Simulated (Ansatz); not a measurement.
The following input was run with Ansatz 0.2.0.

```yaml
crystal:
  lattice:
    - [2.7591137266, -0.059741999, 0.3339258172]
    - [-0.072537466, 2.9516738329, 0.3856227704]
    - [-0.5059505464, -0.5404441526, 4.0613336124]
  atoms:
    - { symbol: Au, position: [0.2499237993, 0.2500344172, 0.7501894227] }
    - { symbol: Au, position: [0.7500762007, 0.7499655828, 0.2498105773] }
basis:
  ecutwfc: 420
kpoints:
  mp_grid: { grid: [16, 14, 10] }
hamiltonian:
  xc: pbesol
scf:
  occupations: { method: gaussian, width: 0.1 }
output:
  forces: true
  stress: true
  eigenvalues: true
  write_density: true
  write_potential: true
  elf: true
  volumetric_format: npy
relax:
  adjacent_minimum: "off"
  f_tol: 0.005
  max_steps: 80
  cell: { stress_tol: 0.05 }
```

Command:
```bash
ansatz run input.yaml --threads 1 --pin off --max-ram 2560MiB --backend cpu --events-out ev --progress --plain --runs-dir out
```

Computed with DFT PBEsol, scalar-relativistic, plane waves, PAW (Ansatz).

Abridged output:

```
Pseudopotentials: kind: paw
Pseudopotential: Au, paw, valence charge 19, recommended cutoff 420 eV (normal)
Functional definition: PBEsol
Crystal: 2 atoms, lattice volume = 34.156 Å³
Basis set: ecut = 420 eV, 673 PW (Γ), exchange–correlation on 40×40×60 points (8 copies of the dense FFT grid, shifted against one another)
Bands: 23, of which v1, the nominal top of the filled ones, is band 19 counted from 1 (18 counted from 0)
Symmetry: 2 space group operations
Space group: P-1 (ITA 2), of the structure as read, at distance tolerance 3.2e-5 Å
k-points: 1124 of 2240
Initial density: superposition of atomic densities (neutral atoms: chi_scale 0, normalization atom), corrected by the library's trained network
Initial wavefunctions: pseudopotential atomic-orbital guess
Functional: x = pbesol(κ = 0.804, μ = 0.12345679), c = pbesol(β = 0.046)
SCF iter   1: F=—  HF=-26014.184444 eV  |F-HF|=—  |Δ(HF+E_count)|=         —  Δρ=6.40e-3  dr2=1.31e-2  ethr=1.77e-3  ⟨swp⟩=4.5  Hψ=95686  notcnv=0
SCF iter   2: F=—  HF=-26014.182039 eV  |F-HF|=—  |Δ(HF+E_count)|=   2.41e-3  Δρ=2.75e-3  dr2=2.23e-3  ethr=3.44e-5  ⟨swp⟩=2.0  Hψ=47090  notcnv=0
SCF iter   3: F=—  HF=-26014.181372 eV  |F-HF|=—  |Δ(HF+E_count)|=   6.67e-4  Δρ=5.84e-4  dr2=5.78e-5  ethr=5.86e-6  ⟨swp⟩=2.0  Hψ=35230  notcnv=0
SCF iter   4: F=—  HF=-26014.181364 eV  |F-HF|=—  |Δ(HF+E_count)|=   7.69e-6  Δρ=9.83e-5  dr2=1.52e-6  ethr=1.52e-7  ⟨swp⟩=2.0  Hψ=42164  notcnv=0
SCF iter   5: F=—  HF=-26014.181364 eV  |F-HF|=—  |Δ(HF+E_count)|=   2.94e-7  Δρ=1.87e-5  dr2=1.28e-7  ethr=4.01e-9  ⟨swp⟩=2.9  Hψ=52836  notcnv=0
SCF iter   6: F=-26014.181364 eV  HF=-26014.181364 eV  |F-HF|=1.53e-10  |Δ(HF+E_count)|=   6.02e-9  Δρ=3.37e-6  dr2=3.59e-9  ethr=2.63e-10  ⟨swp⟩=7.5  Hψ=141724  notcnv=0
SCF 1 converged in 6 iterations: F = -26014.181364 eV  dr2 = 3.59e-9
relax step   1: F+E_penalty+E_count = -26014.18136440 eV  Δ(F+E_penalty+E_count) = +0.000e0 eV  max|allowed force component| = 1.175e-2 eV/Å  Δτ_max = 0.0000 Å  P = +0.020 GPa  Ω = 34.156 Å³  (6 SCF iters, dr2 threshold 1.00e-7 eV, accepted)
Crystal: 2 atoms, lattice volume = 33.879 Å³
Initial density: handed on by an earlier stage of this run
Initial wavefunctions: those handed on with the density
SCF iter   1: F=—  HF=-26014.197028 eV  |F-HF|=—  |Δ(HF+E_count)|=         —  Δρ=3.22e-3  dr2=1.09e-3  ethr=3.25e-6  ⟨swp⟩=1.5  Hψ=147204  notcnv=0
SCF iter   2: F=—  HF=-26014.196860 eV  |F-HF|=—  |Δ(HF+E_count)|=   1.68e-4  Δρ=1.78e-3  dr2=3.45e-4  ethr=2.86e-6  ⟨swp⟩=1.0  Hψ=25852  notcnv=0
SCF iter   3: F=—  HF=-26014.196787 eV  |F-HF|=—  |Δ(HF+E_count)|=   7.30e-5  Δρ=1.14e-4  dr2=2.11e-6  ethr=9.07e-7  ⟨swp⟩=2.3  Hψ=44207  notcnv=0
SCF iter   4: F=—  HF=-26014.196781 eV  |F-HF|=—  |Δ(HF+E_count)|=   6.18e-6  Δρ=3.15e-5  dr2=1.92e-7  ethr=5.26e-10  ⟨swp⟩=8.9  Hψ=170852  notcnv=0
SCF iter   5: F=-26014.196781 eV  HF=-26014.196781 eV  |F-HF|=4.37e-10  |Δ(HF+E_count)|=   1.38e-8  Δρ=6.32e-6  dr2=1.18e-8  ethr=5.06e-10  ⟨swp⟩=5.1  Hψ=158788  notcnv=0
SCF 2 converged in 5 iterations: F = -26014.196781 eV  dr2 = 1.18e-8
relax step   2: F+E_penalty+E_count = -26014.19678068 eV  Δ(F+E_penalty+E_count) = -1.542e-2 eV  max|allowed force component| = 1.761e-2 eV/Å  Δτ_max = 0.0019 Å  P = +0.901 GPa  Ω = 33.879 Å³  energy of the carried Pulay correction = +8.078e-5 eV  (5 SCF iters, dr2 threshold 2.00e-7 eV, accepted)
Crystal: 2 atoms, lattice volume = 34.528 Å³
SCF iter   1: F=—  HF=-26014.196628 eV  |F-HF|=—  |Δ(HF+E_count)|=         —  Δρ=2.41e-3  dr2=1.15e-3  ethr=2.36e-6  ⟨swp⟩=1.8  Hψ=141254  notcnv=0
SCF iter   2: F=—  HF=-26014.196377 eV  |F-HF|=—  |Δ(HF+E_count)|=   2.52e-4  Δρ=1.32e-3  dr2=3.14e-4  ethr=2.36e-6  ⟨swp⟩=1.2  Hψ=28096  notcnv=0
SCF iter   3: F=—  HF=-26014.196284 eV  |F-HF|=—  |Δ(HF+E_count)|=   9.23e-5  Δρ=1.66e-4  dr2=5.55e-6  ethr=8.27e-7  ⟨swp⟩=2.6  Hψ=39734  notcnv=0
SCF iter   4: F=—  HF=-26014.196270 eV  |F-HF|=—  |Δ(HF+E_count)|=   1.40e-5  Δρ=4.19e-5  dr2=3.16e-7  ethr=1.46e-8  ⟨swp⟩=2.4  Hψ=39557  notcnv=0
SCF iter   5: F=-26014.196270 eV  HF=-26014.196270 eV  |F-HF|=7.25e-9  |Δ(HF+E_count)|=   4.85e-8  Δρ=8.38e-6  dr2=2.36e-8  ethr=5.26e-10  ⟨swp⟩=7.4  Hψ=149955  notcnv=0
SCF 3 converged in 5 iterations: F = -26014.196270 eV  dr2 = 2.36e-8
relax step   3: F+E_penalty+E_count = -26014.19627023 eV  Δ(F+E_penalty+E_count) = +5.104e-4 eV  max|allowed force component| = 4.056e-2 eV/Å  Δτ_max = 0.0040 Å  P = -2.361 GPa  Ω = 34.528 Å³  energy of the carried Pulay correction = -1.073e-4 eV  (5 SCF iters, dr2 threshold 2.00e-7 eV, rejected (line search))
Crystal: 2 atoms, lattice volume = 33.988 Å³
SCF iter   1: F=—  HF=-26014.199624 eV  |F-HF|=—  |Δ(HF+E_count)|=         —  Δρ=1.36e-3  dr2=4.98e-4  ethr=1.73e-6  ⟨swp⟩=2.1  Hψ=132663  notcnv=0
SCF iter   2: F=—  HF=-26014.199513 eV  |F-HF|=—  |Δ(HF+E_count)|=   1.11e-4  Δρ=7.33e-4  dr2=1.26e-4  ethr=1.31e-6  ⟨swp⟩=1.0  Hψ=25897  notcnv=0
SCF iter   3: F=—  HF=-26014.199476 eV  |F-HF|=—  |Δ(HF+E_count)|=   3.79e-5  Δρ=1.27e-4  dr2=3.03e-6  ethr=3.32e-7  ⟨swp⟩=2.3  Hψ=35821  notcnv=0
SCF iter   4: F=—  HF=-26014.199468 eV  |F-HF|=—  |Δ(HF+E_count)|=   7.53e-6  Δρ=2.71e-5  dr2=1.35e-7  ethr=7.98e-9  ⟨swp⟩=2.4  Hψ=44333  notcnv=0
SCF iter   5: F=—  HF=-26014.199468 eV  |F-HF|=—  |Δ(HF+E_count)|=   1.86e-8  Δρ=6.32e-6  dr2=1.43e-8  ethr=3.56e-10  ⟨swp⟩=2.8  Hψ=50888  notcnv=0
SCF iter   6: F=—  HF=-26014.199468 eV  |F-HF|=—  |Δ(HF+E_count)|=   1.93e-9  Δρ=1.30e-6  dr2=5.23e-10  ethr=3.75e-11  ⟨swp⟩=2.2  Hψ=39878  notcnv=0
SCF iter   7: F=—  HF=-26014.199468 eV  |F-HF|=—  |Δ(HF+E_count)|=  3.64e-12  Δρ=2.99e-7  dr2=2.61e-11  ethr=1.38e-12  ⟨swp⟩=1.1  Hψ=27957  notcnv=0
SCF iter   8: F=-26014.199468 eV  HF=-26014.199468 eV  |F-HF|=1.09e-11  |Δ(HF+E_count)|=  1.82e-11  Δρ=4.15e-8  dr2=4.00e-13  ethr=1.00e-12  ⟨swp⟩=5.1  Hψ=106028  notcnv=0
SCF 4 converged in 8 iterations: F = -26014.199468 eV  dr2 = 4.00e-13
relax step   4: F+E_penalty+E_count = -26014.19946804 eV  Δ(F+E_penalty+E_count) = -2.687e-3 eV  max|allowed force component| = 9.797e-3 eV/Å  Δτ_max = 0.0005 Å  P = +0.305 GPa  Ω = 33.988 Å³  energy of the carried Pulay correction = +4.918e-5 eV  (8 SCF iters, accepted)
Crystal: 2 atoms, lattice volume = 34.120 Å³
Basis set: ecut = 420 eV, 657 PW (Γ), exchange–correlation on 40×40×60 points (8 copies of the dense FFT grid, shifted against one another)
SCF iter   1: F=—  HF=-26014.199929 eV  |F-HF|=—  |Δ(HF+E_count)|=         —  Δρ=2.48e-3  dr2=6.67e-4  ethr=1.85e-6  ⟨swp⟩=1.2  Hψ=148726  notcnv=0
SCF iter   2: F=—  HF=-26014.199791 eV  |F-HF|=—  |Δ(HF+E_count)|=   1.38e-4  Δρ=1.38e-3  dr2=2.24e-4  ethr=1.76e-6  ⟨swp⟩=1.0  Hψ=25852  notcnv=0
SCF iter   3: F=—  HF=-26014.199726 eV  |F-HF|=—  |Δ(HF+E_count)|=   6.46e-5  Δρ=1.01e-4  dr2=1.81e-6  ethr=5.89e-7  ⟨swp⟩=2.4  Hψ=44474  notcnv=0
SCF iter   4: F=—  HF=-26014.199707 eV  |F-HF|=—  |Δ(HF+E_count)|=   1.99e-5  Δρ=1.94e-5  dr2=8.14e-8  ethr=5.26e-10  ⟨swp⟩=8.8  Hψ=168909  notcnv=0
SCF iter   5: F=-26014.199707 eV  HF=-26014.199707 eV  |F-HF|=3.64e-10  |Δ(HF+E_count)|=   2.43e-9  Δρ=4.55e-6  dr2=4.04e-9  ethr=2.14e-10  ⟨swp⟩=5.0  Hψ=151077  notcnv=0
SCF 5 converged in 5 iterations: F = -26014.199707 eV  dr2 = 4.04e-9
relax step   5: F+E_penalty+E_count = -26014.19970652 eV  Δ(F+E_penalty+E_count) = -2.385e-4 eV  max|allowed force component| = 3.155e-4 eV/Å  Δτ_max = 0.0006 Å  P = -0.364 GPa  Ω = 34.120 Å³  energy of the carried Pulay correction = +1.063e-5 eV  (5 SCF iters, dr2 threshold 2.00e-7 eV, accepted)
Crystal: 2 atoms, lattice volume = 34.048 Å³
SCF iter   1: F=—  HF=-26014.200771 eV  |F-HF|=—  |Δ(HF+E_count)|=         —  Δρ=1.07e-3  dr2=1.21e-4  ethr=4.24e-7  ⟨swp⟩=2.0  Hψ=146441  notcnv=0
SCF iter   2: F=—  HF=-26014.200730 eV  |F-HF|=—  |Δ(HF+E_count)|=   4.08e-5  Δρ=5.98e-4  dr2=4.12e-5  ethr=3.18e-7  ⟨swp⟩=1.0  Hψ=25852  notcnv=0
SCF iter   3: F=—  HF=-26014.200719 eV  |F-HF|=—  |Δ(HF+E_count)|=   1.18e-5  Δρ=4.51e-5  dr2=3.06e-7  ethr=1.09e-7  ⟨swp⟩=2.4  Hψ=45167  notcnv=0
SCF iter   4: F=-26014.200719 eV  HF=-26014.200719 eV  |F-HF|=1.86e-9  |Δ(HF+E_count)|=   4.16e-8  Δρ=8.03e-6  dr2=1.65e-8  ethr=5.26e-10  ⟨swp⟩=8.2  Hψ=155854  notcnv=0
SCF 6 converged in 4 iterations: F = -26014.200719 eV  dr2 = 1.65e-8
relax step   6: F+E_penalty+E_count = -26014.20071855 eV  Δ(F+E_penalty+E_count) = -1.012e-3 eV  max|allowed force component| = 2.472e-4 eV/Å  Δτ_max = 0.0000 Å  P = -0.009 GPa  Ω = 34.048 Å³  energy of the carried Pulay correction = +3.163e-5 eV  (4 SCF iters, dr2 threshold 2.00e-7 eV, accepted)
Crystal: 2 atoms, lattice volume = 34.046 Å³
SCF iter   1: F=—  HF=-26014.200748 eV  |F-HF|=—  |Δ(HF+E_count)|=         —  Δρ=1.29e-4  dr2=1.86e-6  ethr=4.39e-8  ⟨swp⟩=2.4  Hψ=122094  notcnv=0
SCF iter   2: F=—  HF=-26014.200732 eV  |F-HF|=—  |Δ(HF+E_count)|=   1.61e-5  Δρ=7.24e-5  dr2=6.62e-7  ethr=4.91e-9  ⟨swp⟩=1.3  Hψ=26304  notcnv=0
SCF iter   3: F=-26014.200732 eV  HF=-26014.200732 eV  |F-HF|=4.37e-10  |Δ(HF+E_count)|=   2.16e-7  Δρ=6.48e-6  dr2=6.67e-9  ethr=2.53e-11  ⟨swp⟩=5.5  Hψ=161828  notcnv=0
SCF 7 converged in 3 iterations: F = -26014.200732 eV  dr2 = 6.67e-9
relax step   7: F+E_penalty+E_count = -26014.20073190 eV  Δ(F+E_penalty+E_count) = -1.336e-5 eV  max|allowed force component| = 1.261e-5 eV/Å  Δτ_max = 0.0000 Å  P = +0.000 GPa  Ω = 34.046 Å³  energy of the carried Pulay correction = +3.222e-5 eV  (3 SCF iters, dr2 threshold 9.62e-9 eV, accepted)
Initial wavefunctions: pseudopotential atomic-orbital guess (no wavefunctions were taken with the density)
SCF iter   1: F=—  HF=-26014.200662 eV  |F-HF|=—  |Δ(HF+E_count)|=         —  Δρ=4.09e-4  dr2=1.62e-6  ethr=4.84e-9  ⟨swp⟩=3.7  Hψ=178173  notcnv=0
SCF iter   2: F=—  HF=-26014.200680 eV  |F-HF|=—  |Δ(HF+E_count)|=   1.82e-5  Δρ=2.08e-4  dr2=4.21e-7  ethr=4.25e-9  ⟨swp⟩=1.0  Hψ=25852  notcnv=0
SCF iter   3: F=—  HF=-26014.200690 eV  |F-HF|=—  |Δ(HF+E_count)|=   9.62e-6  Δρ=2.16e-6  dr2=5.92e-10  ethr=1.11e-9  ⟨swp⟩=1.0  Hψ=26336  notcnv=0
SCF iter   4: F=—  HF=-26014.200690 eV  |F-HF|=—  |Δ(HF+E_count)|=   1.01e-9  Δρ=6.61e-7  dr2=8.25e-11  ethr=1.00e-12  ⟨swp⟩=6.7  Hψ=134397  notcnv=0
SCF iter   5: F=-26014.200690 eV  HF=-26014.200690 eV  |F-HF|=0.00e0  |Δ(HF+E_count)|=  2.18e-11  Δρ=1.28e-7  dr2=2.65e-12  ethr=1.00e-12  ⟨swp⟩=5.1  Hψ=106994  notcnv=0
SCF 8 converged in 5 iterations: F = -26014.200690 eV  dr2 = 2.65e-12
SCF converged after 5 iterations
Free energy (F): -26014.200690 eV
Harris-Foulkes:  -26014.200690 eV  (|F-HF|=0.00e0)
Internal energy: -26014.198109 eV  (E = F + TS)
E sigma→0 (E₀):  -26014.199400 eV
Entropy (-TS):   -0.002580 eV (-1.290 meV/atom)
Fermi energy:    20.466254 eV
--- Per-component energies (eV) ---
  E_band       = -419.631317
  E_kinetic    = 1209.339538
  E_local      = -3408.738619  (includes V_loc(G=0)·N_el)
  E_nonlocal   = 155.279096
  E_hartree    = 1450.470242
  E_xc         = -453.229327
  E_vxc        = -549.303974  (∫ρ·V_xc dr)
  E_paw        = -19131.428266  (= ΣΔE_a)
  E_vpaw       = -727.150676  (= ΣTr[D̂ρ^β])
  E_aug_tail   = 0.002869  (compensation charges beyond the density's cutoff)
  E_ewald      = -5836.512602
  E_core_change = 0.618958  (= ΣΔE_core)
  E_smearing   = -0.002580  (= −TS)
--- Forces (eV/Å), atoms counted from 1 ---
  atom   1  Au     0.00000067    -0.00000375     0.00001281
  atom   2  Au    -0.00000067     0.00000375    -0.00001281
--- Stress (GPa, compression-positive) ---
       -0.005981      -0.002539      -0.001931
       -0.002539      -0.003149      -0.001660
       -0.001931      -0.001660       0.006370
  P = ⅓ Tr σ = -0.0009 GPa (-0.009 kbar)
--- Band table (eV; the first three rows and the last of 1124) ---
  k-point 0: bands = ["-85.0109", "-84.9945", "-36.5223", "-36.3986", "-36.3983", "-36.3102", "-36.3091", "-36.3090", "10.5355", "13.4034", "13.7176", "15.7466", "15.7585", "15.8807", "17.2630", "17.4014", "18.4996", "18.8737", "18.8747", "21.5832", "26.4706", "30.2383", "30.2837"]
  k-point 1: bands = ["-85.0105", "-84.9949", "-36.5173", "-36.3964", "-36.3961", "-36.3156", "-36.3113", "-36.3112", "10.6551", "13.4448", "13.7620", "15.7996", "15.8114", "15.8163", "17.2906", "17.3352", "18.4663", "18.7543", "18.7552", "20.7948", "27.4597", "30.4915", "30.5363"]
  k-point 2: bands = ["-85.0093", "-84.9961", "-36.5027", "-36.3900", "-36.3898", "-36.3311", "-36.3176", "-36.3176", "11.0077", "13.5478", "13.8927", "15.6337", "15.9576", "15.9689", "17.1491", "17.3714", "18.3706", "18.4299", "18.4320", "19.3194", "29.5525", "31.2118", "31.2554"]
  k-point 1123: bands = ["-84.9954", "-84.9954", "-36.4541", "-36.4541", "-36.4524", "-36.4524", "-36.3989", "-36.3989", "14.5312", "14.5312", "15.3012", "15.3012", "15.3075", "15.3075", "17.1840", "17.1840", "18.8182", "18.8182", "25.0505", "25.0505", "26.7674", "26.7674", "26.7759"]
--- Relaxed structure (7 steps of the walk, 6 accepted, 1 SCFs on fresh bases) ---
  F+E_penalty+E_count = -26014.20068978 eV   max|allowed force component| = 1.281e-5 eV/Å   (the final SCF, on the basis selected at the relaxed cell)
  cell:  # Å, volume = 34.0456 Å³
    - [2.87747803, -0.01780395, 0.35517306]
    - [-0.02876687, 2.87792121, 0.38029473]
    - [-0.49444969, -0.53076618, 3.97923915]
  atoms:
    - { symbol: Au, position: [0.24999986, 0.25000012, 0.74999980] }
    - { symbol: Au, position: [0.75000013, 0.74999987, 0.25000019] }
```

The relaxation met its thresholds.

The run took 5.8 min on 1 thread of Intel(R) Xeon(R) Platinum 8375C CPU @ 2.90GHz (Ice Lake), on a shared host, peak memory 0.96 GiB.

Spin–orbit coupling is left out, which can shift energies with elements as heavy as these.